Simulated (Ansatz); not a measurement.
The elements of this relaxed trial crystal are hidden behind letters.

```
lattice vectors (Å)
  -1.9133    1.9133    5.9651
   1.9133   -1.9133    5.9651
   1.9133    1.9133   -5.9651
fractional positions
X 0.3421 0.3421 0.0000
X 0.6579 0.6579 0.0000
Z 0.0000 0.0000 0.0000
Q 0.7500 0.2500 0.5000
Q 0.2500 0.7500 0.5000
```

The calculation used DFT PBE, scalar-relativistic, plane waves, PAW in Ansatz 0.2.0. The final run on the 5-atom cell used 420 eV, a Γ-centred 14×14×14 mesh, 0.10 eV smearing and no spin polarisation.

- Space group: I4/mmm (No. 139)
- Conventional cell: a = 3.827 Å, c = 11.930 Å
- Volume per atom: 17.47 Å³
- Density: 6.35 g/cm³
- Formation energy: −0.62 eV/atom
- Gap on the 14×14×14 mesh of the 5-atom cell: 0 eV (a metal)

Energies are uncorrected and count from the elements' standard states at the same level.

Question: X is a p-block element of period 5, Z is a p-block element of period 4 and Q is a p-block element of period 2. Which elements are they?

Answer: X = In, Z = Ge, Q = O, so the formula is In2GeO2. Density times volume gives a mean mass of 6.35 × 17.47/1.6605 = 66.8 u per atom, and this set has 66.9 u. Around In lie 4 O at 2.21 Å and 4 Ge at 3.30 Å; Ge is surrounded by 8 In at 3.30 Å and 8 O at 3.54 Å; O has 4 In at 2.21 Å, 4 O at 2.71 Å and 4 Ge at 3.54 Å. Other sets within the hints have nearly the same mass, so mass alone doesn't settle it; this one was computed.

Symmetry constrained the relaxation, so the result can be a saddle point. Another cell of In2GeO2 relaxed alike, in P3m1, lies 50 meV/atom lower, so this cell isn't the stable form at this level.
